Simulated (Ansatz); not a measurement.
SCF log, AlNi

The cell (4 atoms) is AlNi as an experimental structure (space group Pm-3m, primitive cell doubled). Source: COD entry 9008802, which need not be the ambient phase.

These are results of Ansatz, DFT, PBE+U, PAW, plane waves, scalar-relativistic, not measurements.

Input:

```yaml
crystal:
  lattice:
    - [2.881, 0.0, 0.0]
    - [0.0, 5.762, 0.0]
    - [0.0, 0.0, 2.881]
  atoms:
    - { symbol: Al, position: [0.0, 0.0, 0.0] }
    - { symbol: Al, position: [0.0, 0.5, 0.0] }
    - { symbol: Ni, position: [0.5, 0.25, 0.5], spin: 3.0 }
    - { symbol: Ni, position: [0.5, 0.75, 0.5], spin: 3.0 }
magnetization:
  spin_polarized: true
hamiltonian:
  xc: pbe
  pseudopotentials: { kind: paw }
  hubbard: { sites: [{ species: Ni, l: d, u_eff: 4.1 }] }
basis:
  ecutwfc: 420
kpoints:
  mp_grid: { grid: [9, 5, 9] }
scf:
  occupations: { method: fermi_dirac, width: 0.1 }
  lower_state_search: "off"
output:
  forces: true
  stress: true
```

Command:
```sh
ansatz run input.yaml --threads 2 --pin off --max-ram 5120MiB --backend cpu --events-out ev --progress --plain --runs-dir out
```

Output (shortened):

```
Al: projections on atomic orbitals take those of the free atom [Ne] 3s2 3p1, of charge +0.00 (hamiltonian.pseudopotentials.projection_atoms); the dataset's partial waves leave at most 3.3e-8 of an orbital's norm unspanned inside its sphere
Ni: projections on atomic orbitals take those of the free atom [Ne] 3s2 3p6 3d8 4s2, of charge +0.00 (hamiltonian.pseudopotentials.projection_atoms); the dataset's partial waves leave at most 1.6e-6 of an orbital's norm unspanned inside its sphere
Pseudopotentials: kind: paw
Pseudopotential: Al, paw, valence charge 3, recommended cutoff 420 eV (normal), Al.paw.azcp
Pseudopotential: Ni, paw, valence charge 18, recommended cutoff 420 eV (normal), Ni.paw.azcp
Functional definition: PBE
Crystal: 4 atoms, lattice volume = 47.826 Å³
Basis set: ecut = 420 eV, 927 PW (Γ), exchange–correlation on 40×80×40 points (8 copies of the dense FFT grid, shifted against one another)
Bands: 29, of which v1, the nominal top of the filled ones, is band 21 counted from 1 (20 counted from 0)
Symmetry: 32 space group operations
Space group: Pm-3m (ITA 221), of the structure as read, at distance tolerance 3.6e-5 Å
Magnetic group: BNS 221.92 (UNI 1594), of the structure as read, at distance tolerance 3.6e-5 Å
k-points: 45 of 405
Non-local potential: Al, projectors of the file, l = 0: 2, l = 1: 2, l = 2: 1
Non-local potential: Ni, projectors of the file, l = 0: 3, l = 1: 2, l = 2: 3, l = 3: 1
Initial density: superposition of atomic densities (chi_scale 0.1, normalization cell)
Starting moments: Σ|m| = 6 μB on 2 of 4 sites
Initial wavefunctions: pseudopotential atomic-orbital guess
Functional: x = pbe(κ = 0.804, μ = 0.2195149727645171), c = pbe(β = 0.06672455060314922)
SCF iter   1: F=—  HF=-12749.082251 eV  |F-HF|=—  |Δ(HF+E_count)|=         —  Δρ=2.41e-1 (↑1.48e-1 ↓2.41e-1)  dr2=4.16e0  dr2_m=1.64e1  M=1.179 μB ∫|m|=1.856 μB  β_m=0.30  ethr=3.10e-3  ⟨swp⟩=6.1  Hψ=11063  notcnv=0
preconditioner: auto → Kerker (q_TF=auto, 2.670 Å⁻¹)  [metal: Δε(μ)=0.031 eV  Ē_g=10.371 eV  σ=0.100 eV  W_gap=0.08  n_scr=16 (ndim 8)  ℏωp=27.4 eV  f_vac=0.000  D(μ)=1.85/eV (n_scr^D=16)]
spin=Collinear: Kerker preconditioning applied to the charge; magnetization (m = ρ↑ − ρ↓) channel mixes plain (no charge-response kernel on spin).
SCF iter   2: F=—  HF=-12751.010737 eV  |F-HF|=—  |Δ(HF+E_count)|=    1.93e0  Δρ=1.50e-1 (↑1.31e-1 ↓1.50e-1)  dr2=8.76e-1  dr2_m=8.58e0  M=1.141 μB ∫|m|=1.779 μB  β_m=0.30  ethr=3.10e-3  ⟨swp⟩=2.1  Hψ=4736  notcnv=0  defer=155
SCF iter   3: F=—  HF=-12752.014326 eV  |F-HF|=—  |Δ(HF+E_count)|=    1.00e0  Δρ=1.23e-1 (↑1.01e-1 ↓1.23e-1)  dr2=7.22e-1  dr2_m=5.47e0  M=0.968 μB ∫|m|=1.494 μB  β_m=0.30  ethr=2.09e-3  ⟨swp⟩=2.0  Hψ=3297  notcnv=0  defer=155
SCF iter   4: F=—  HF=-12752.665852 eV  |F-HF|=—  |Δ(HF+E_count)|=   6.52e-1  Δρ=1.17e-1 (↑1.17e-1 ↓2.49e-2)  dr2=3.11e0  dr2_m=2.08e0  M=1.160 μB ∫|m|=1.705 μB  β_m=0.30  ethr=1.72e-3  ⟨swp⟩=3.1  Hψ=5105  notcnv=0  defer=158
SCF iter   5: F=—  HF=-12752.718113 eV  |F-HF|=—  |Δ(HF+E_count)|=   5.23e-2  Δρ=7.84e-2 (↑6.52e-2 ↓7.84e-2)  dr2=7.45e-2  dr2_m=2.26e0  M=0.794 μB ∫|m|=1.212 μB  β_m=0.30  ethr=1.72e-3  ⟨swp⟩=2.7  Hψ=5032  notcnv=0  defer=146
SCF iter   6: F=—  HF=-12752.956651 eV  |F-HF|=—  |Δ(HF+E_count)|=   2.39e-1  Δρ=5.81e-2 (↑5.81e-2 ↓5.50e-2)  dr2=3.81e-3  dr2_m=1.40e0  M=0.722 μB ∫|m|=1.082 μB  β_m=0.30  ethr=1.77e-4  ⟨swp⟩=2.1  Hψ=4125  notcnv=0  defer=152
SCF iter   7: F=—  HF=-12753.111487 eV  |F-HF|=—  |Δ(HF+E_count)|=   1.55e-1  Δρ=4.92e-2 (↑4.51e-2 ↓4.92e-2)  dr2=5.42e-3  dr2_m=9.74e-1  M=0.618 μB ∫|m|=0.927 μB  β_m=0.30  ethr=9.07e-6  ⟨swp⟩=2.0  Hψ=4947  notcnv=0  defer=151
SCF iter   8: F=—  HF=-12753.216084 eV  |F-HF|=—  |Δ(HF+E_count)|=   1.05e-1  Δρ=4.42e-2 (↑3.61e-2 ↓4.42e-2)  dr2=2.27e-2  dr2_m=7.06e-1  M=0.517 μB ∫|m|=0.785 μB  β_m=0.30  ethr=9.07e-6  ⟨swp⟩=2.0  Hψ=3814  notcnv=0  defer=151
SCF iter   9: F=—  HF=-12753.292517 eV  |F-HF|=—  |Δ(HF+E_count)|=   7.64e-2  Δρ=3.98e-2 (↑2.91e-2 ↓3.98e-2)  dr2=4.15e-2  dr2_m=5.20e-1  M=0.425 μB ∫|m|=0.662 μB  β_m=0.30  ethr=9.07e-6  ⟨swp⟩=2.1  Hψ=3827  notcnv=0  defer=147
SCF iter  10: F=—  HF=-12753.350810 eV  |F-HF|=—  |Δ(HF+E_count)|=   5.83e-2  Δρ=3.71e-2 (↑2.23e-2 ↓3.71e-2)  dr2=7.98e-2  dr2_m=3.87e-1  M=0.342 μB ∫|m|=0.553 μB  β_m=0.30  ethr=9.07e-6  ⟨swp⟩=2.1  Hψ=3338  notcnv=0  defer=146
Mixer restart at iter 10: flushing history
spin-set hold released at iteration 10 (site moments contracting): the magnetisation degrees of freedom join the quasi-Newton model from the next iteration; the mixer history was flushed
SCF iter  11: F=—  HF=-12753.385263 eV  |F-HF|=—  |Δ(HF+E_count)|=   3.45e-2  Δρ=2.57e-2 (↑2.32e-2 ↓2.57e-2)  dr2=6.38e-3  dr2_m=2.61e-1  M=0.297 μB ∫|m|=0.481 μB  β_m=0.65  ethr=9.07e-6  ⟨swp⟩=2.0  Hψ=4909  notcnv=0  defer=151
SCF iter  12: F=—  HF=-12753.568093 eV  |F-HF|=—  |Δ(HF+E_count)|=   1.83e-1  Δρ=3.40e-2 (↑1.32e-2 ↓3.40e-2)  dr2=6.45e-1  dr2_m=4.97e-2  M=0.102 μB ∫|m|=0.181 μB  β_m=0.51  ethr=9.07e-6  ⟨swp⟩=3.1  Hψ=6031  notcnv=0  defer=157
SCF iter  13: F=—  HF=-12753.475380 eV  |F-HF|=—  |Δ(HF+E_count)|=   9.27e-2  Δρ=4.39e-3 (↑4.39e-3 ↓2.30e-3)  dr2=1.11e-2  dr2_m=9.22e-4  M=0.029 μB ∫|m|=0.049 μB  β_m=0.75  ethr=9.07e-6  ⟨swp⟩=3.4  Hψ=6484  notcnv=0  defer=161
SCF iter  14: F=—  HF=-12753.478452 eV  |F-HF|=—  |Δ(HF+E_count)|=   3.07e-3  Δρ=3.37e-3 (↑3.37e-3 ↓2.46e-3)  dr2=1.02e-2  dr2_m=1.81e-4  M=0.015 μB ∫|m|=0.022 μB  β_m=0.88  ethr=9.07e-6  ⟨swp⟩=1.6  Hψ=3233  notcnv=0  defer=169
SCF iter  15: F=—  HF=-12753.477589 eV  |F-HF|=—  |Δ(HF+E_count)|=   8.63e-4  Δρ=1.92e-4 (↑1.92e-4 ↓1.13e-4)  dr2=9.46e-6  dr2_m=3.98e-6  M=0.001 μB ∫|m|=0.002 μB  β_m=0.88  ethr=9.07e-6  ⟨swp⟩=2.1  Hψ=3412  notcnv=0  defer=169
SCF iter  16: F=—  HF=-12753.477629 eV  |F-HF|=—  |Δ(HF+E_count)|=   4.08e-5  Δρ=2.08e-4 (↑1.61e-4 ↓2.08e-4)  dr2=3.45e-5  dr2_m=1.70e-6  M=0.001 μB ∫|m|=0.002 μB  β_m=0.94  ethr=2.25e-8  ⟨swp⟩=2.0  Hψ=4362  notcnv=0  defer=169
SCF iter  17: F=—  HF=-12753.477629 eV  |F-HF|=—  |Δ(HF+E_count)|=   2.00e-7  Δρ=2.56e-5 (↑2.56e-5 ↓9.26e-6)  dr2=2.10e-7  dr2_m=9.28e-8  M=0.000 μB ∫|m|=0.000 μB  β_m=0.97  ethr=2.25e-8  ⟨swp⟩=2.1  Hψ=3664  notcnv=0  defer=169
iter 18 did not close the SCF: its close was put off for a magnetic moment that had not settled (scf_convergence_deferred on its scf_iter line)
SCF iter  18: F=-12753.477629 eV  HF=-12753.477629 eV  |F-HF|=2.18e-9  |Δ(HF+E_count)|=   1.19e-7  Δρ=2.64e-6 (↑1.64e-6 ↓2.64e-6)  dr2=3.88e-9  dr2_m=9.13e-10  M=0.000 μB ∫|m|=0.000 μB  β_m=0.99  ethr=2.38e-10  ⟨swp⟩=3.8  Hψ=7165  notcnv=0
SCF iter  19: F=-12753.477629 eV  HF=-12753.477629 eV  |F-HF|=1.82e-12  |Δ(HF+E_count)|=   1.05e-9  Δρ=3.15e-7 (↑3.15e-7 ↓2.79e-7)  dr2=2.81e-11  dr2_m=2.68e-11  M=-0.000 μB ∫|m|=0.000 μB  ethr=9.23e-12  ⟨swp⟩=1.5  Hψ=6473  notcnv=0
WARN: the starting moments were not kept: the SCF closed with an absolute magnetisation of 6.8e-6 μB, where they sum to 6 μB in size (2 sites). That is at most 0.1 of that sum. Measured as dr2_m measures the in/out step, that magnetisation stands 3.6e-11 eV from none, at or under the dr2_threshold of 1.0e-7 eV: it is no larger than a step whose dr2_m would equal this threshold. The system may hold no moment; this SCF shows only that its start led to no more than that. [...]
the last iteration of the SCF fills more bands at one k-point than at another: 20 at σ=↑ k=10 and 22 at σ=↑ k=3; 20 at σ=↓ k=10 and 22 at σ=↓ k=3 (a band counts as filled where it holds over half of its capacity, the bands of one level by their mean; [...]
SCF 1 converged in 19 iterations: F = -12753.477629 eV  dr2 = 2.81e-11
  greatest PAW one-centre occupation: 1.001 electrons in one spin orbital (limit 2), on the Ni atom at site 3 (counted from 0), in its partial waves of l = 1
SCF converged after 19 iterations
Magnetization: -0.0000 μB (21.0000 up, 21.0000 down)
Absolute magnetization: 0.0000 μB (∫|ρ↑−ρ↓|, with the PAW one-centre terms)
Spin contamination: 0.0000 ħ² per cell (⟨S²⟩ above its minimum at these occupations)
Per-site moments (μB) at R_I (Å): [(-9.4958e-8, 1.0291), (-9.4958e-8, 1.0291), (-2.2205e-6, 1.0291), (-2.2205e-6, 1.0291)]
Free energy (F): -12753.477629 eV
Harris-Foulkes:  -12753.477629 eV  (|F-HF|=1.82e-12)
Internal energy: -12753.435649 eV  (E = F + TS)
E sigma→0 (E₀):  -12753.456639 eV
Entropy (-TS):   -0.041981 eV (-10.495 meV/atom)
Fermi energy:    13.698232 eV
--- Per-component energies (eV) ---
  E_band       = -672.098780
  E_kinetic    = 626.760946
  E_local      = -8939.260063  (includes V_loc(G=0)·N_el)
  E_nonlocal   = 1307.712447
  E_hartree    = 3865.781709
  E_xc         = -252.030166
  E_vxc        = -280.574332  (∫ρ·V_xc dr)
  E_hubbard    = 3.400127  (on-site DFT+U / exact-exchange correction)
  E_vhub       = -30.458143  (the Hubbard potential's part of the band-sum identity)
  E_paw        = -4210.572873  (= ΣΔE_a)
  E_vpaw       = -1087.844071  (= ΣTr[D̂ρ^β])
  E_aug_tail   = 0.000976  (compensation charges beyond the density's cutoff)
  E_ewald      = -5155.228751
  E_smearing   = -0.041981  (= −TS)
  E_closure    = 0.000000  (closes the sum)
  Σ components = -12753.477629   (vs F -12753.477629, Δ=0.00e0)
--- Forces (eV/Å), atoms counted from 1 ---
  atom   1  Al    -0.00000000    -0.00000000     0.00000000
  atom   2  Al    -0.00000000    -0.00000000     0.00000000
  atom   3  Ni     0.00000000     0.00000000     0.00000000
  atom   4  Ni     0.00000000     0.00000000     0.00000000
  max |Σ_I F_I| component: 2.52e-29 eV/Å
--- Stress (GPa, compression-positive) ---
        1.193822       0.000000       0.000000
        0.000000       0.893408       0.000000
        0.000000       0.000000       1.193822
  P = ⅓ Tr σ = 1.0937 GPa (10.937 kbar)
```

A static U favours moments and orbital order; the result depends on U and need not be the measured state. The U is a test value, not one fitted to this metal, and a U on a metal's d shells tends to overstate moments. The program warns that the starting moments weren't kept.

The run took 5.7 s on 2 threads of Intel(R) Xeon(R) 6975P-C (Granite Rapids), on a shared host, peak memory 0.46 GiB.
